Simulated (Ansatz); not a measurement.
LiVO₂F₂:
```yaml
crystal:
  lattice:
    - [6.15180, 0.00000, 0.00000]
    - [0.00000, 3.46084, 0.00000]
    - [-2.39608, 0.00000, 6.15342]
  atoms:
    - { symbol: Li, position: [0.33636, 0.75000, 0.80176] }
    - { symbol: Li, position: [0.66364, 0.25000, 0.19824] }
    - { symbol: V, position: [0.15269, 0.75000, 0.23514] }
    - { symbol: V, position: [0.84731, 0.25000, 0.76486] }
    - { symbol: O, position: [0.09971, 0.25000, 0.15251] }
    - { symbol: O, position: [0.90029, 0.75000, 0.84749] }
    - { symbol: O, position: [0.30621, 0.75000, 0.48566] }
    - { symbol: O, position: [0.69379, 0.25000, 0.51434] }
    - { symbol: F, position: [0.14407, 0.25000, 0.74563] }
    - { symbol: F, position: [0.85593, 0.75000, 0.25437] }
    - { symbol: F, position: [0.60774, 0.25000, 0.88393] }
    - { symbol: F, position: [0.39226, 0.75000, 0.11607] }
```

Relaxed with r²SCAN. Independent-particle spectrum: no excitons, no local fields, no scissors shift; 0.1 eV broadening; ε₁ of the summed bands alone.

**Question.** Tabulate the dielectric function from r²SCAN (plane waves, PAW; program Ansatz).

**Answer.** 

| E (eV) | ε₁ xx | ε₂ xx | ε₁ yy | ε₂ yy | ε₁ zz | ε₂ zz |
|---|---|---|---|---|---|---|
| 0.0 | 2.99 | 0.00 | 5.30 | 0.00 | 4.28 | 0.00 |
| 0.5 | 3.00 | 0.00 | 5.37 | 0.00 | 4.30 | 0.00 |
| 1.0 | 3.03 | 0.00 | 5.58 | 0.00 | 4.37 | 0.00 |
| 1.5 | 3.10 | 0.00 | 6.02 | 0.00 | 4.49 | 0.00 |
| 2.0 | 3.20 | 0.00 | 6.92 | 0.00 | 4.68 | 0.00 |
| 2.5 | 3.37 | 0.00 | 9.41 | 0.00 | 4.99 | 0.00 |
| 3.0 | 3.74 | 0.26 | 9.74 | 15.72 | 5.57 | 0.09 |
| 3.5 | 3.63 | 0.27 | 1.33 | 4.87 | 6.40 | 0.23 |
| 4.0 | 4.45 | 0.68 | 1.49 | 9.64 | 7.59 | 2.85 |
| 4.5 | 5.14 | 1.46 | -0.05 | 2.72 | 7.20 | 3.67 |
| 5.0 | 3.41 | 2.70 | 2.27 | 1.52 | 6.84 | 6.42 |
| 5.5 | 3.02 | 2.18 | 3.08 | 5.14 | 2.36 | 6.59 |
| 6.0 | 3.21 | 3.26 | 0.18 | 4.43 | 1.58 | 3.67 |
| 6.5 | 2.33 | 2.24 | -0.73 | 2.87 | 4.40 | 5.01 |
| 7.0 | 2.34 | 1.83 | 0.81 | 2.25 | 0.87 | 5.46 |
| 7.5 | 2.09 | 1.66 | 0.13 | 3.29 | -0.26 | 3.95 |
| 8.0 | 3.46 | 2.76 | -0.32 | 2.40 | 0.40 | 6.15 |
| 8.5 | 1.67 | 4.93 | 1.13 | 1.72 | -1.08 | 4.62 |
| 9.0 | -0.41 | 3.79 | -1.66 | 1.25 | -1.11 | 2.94 |
| 9.5 | -0.93 | 1.99 | -0.18 | 0.22 | -0.78 | 1.44 |
| 10.0 | -0.52 | 1.11 | 0.67 | 0.20 | -1.68 | 2.52 |
| 10.5 | 0.04 | 0.63 | 0.65 | 0.76 | -0.73 | 1.03 |
| 11.0 | 0.53 | 0.56 | 0.88 | 0.53 | -0.36 | 0.62 |
| 11.5 | 0.69 | 0.56 | 1.11 | 0.70 | 0.14 | 0.60 |
| 12.0 | 0.88 | 0.50 | 1.06 | 0.80 | 0.35 | 0.62 |

**Question.** From ε at 3.1 eV (xx: 3.70 + 0.34i), find n, k, the normal reflectivity and the absorption coefficient.

**Answer.** n = 1.93, k = 0.088, R = 10 %, α = 2kE/ħc = 28000 cm⁻¹.

With all bands, ε∞ without local fields is 3.25 (xx), 5.55 (yy), 4.50 (zz).

Space group P2_1/m. The first step of the workflow began from a Materials Project structure, measured or hypothetical; the Crystallography Open Database copy checked does not list it. Its standing as an ambient phase is unchecked. The r²SCAN relaxation kept the symmetry of its start; whether a distortion lowers the energy is not shown. No spin polarisation was allowed. No Hubbard U is applied.

Potentials: the later of the program's two PAW sets.
